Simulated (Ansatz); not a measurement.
Given:

CdF₂:
```cif
data_CdF2
_chemical_formula_sum 'Cd1 F2'
_space_group_name_H-M_alt 'P 1'
_space_group_IT_number 1
_cell_length_a 3.87583
_cell_length_b 3.87583
_cell_length_c 3.87583
_cell_angle_alpha 60.000
_cell_angle_beta 60.000
_cell_angle_gamma 60.000
loop_
_space_group_symop_operation_xyz
  'x, y, z'
loop_
_atom_site_label
_atom_site_type_symbol
_atom_site_fract_x
_atom_site_fract_y
_atom_site_fract_z
_atom_site_occupancy
Cd1 Cd 0.00000 0.00000 0.00000 1
F1 F 0.25000 0.25000 0.25000 1
F2 F 0.75000 0.75000 0.75000 1
```

This is the PBE-relaxed structure.

Q: All from PBE (plane waves, PAW; program Ansatz), unless another level is named. Predict the hole effective mass with spin–orbit coupling.

A: 2.1, 2.1, 7.6 mₑ (principal values).

Q: Predict the band gap.

A: 2.92 eV (indirect).

Q: Next, the electron effective mass?

A: 0.38 mₑ (isotropic).

Q: What about the conduction-band minimum?

A: at Γ.

Q: And the valence-band maximum?

A: at W.

Q: Predict the weight of the valence-edge state by species (Voronoi cells).

A: F 90 %, Cd 10 %.

Space group Fm-3m (fluorite). The PBE relaxation kept the symmetry of its start. Scalar-relativistic: spin–orbit coupling is off unless named, which matters more the heavier the elements.

Potentials: the later of the program's two PAW sets.
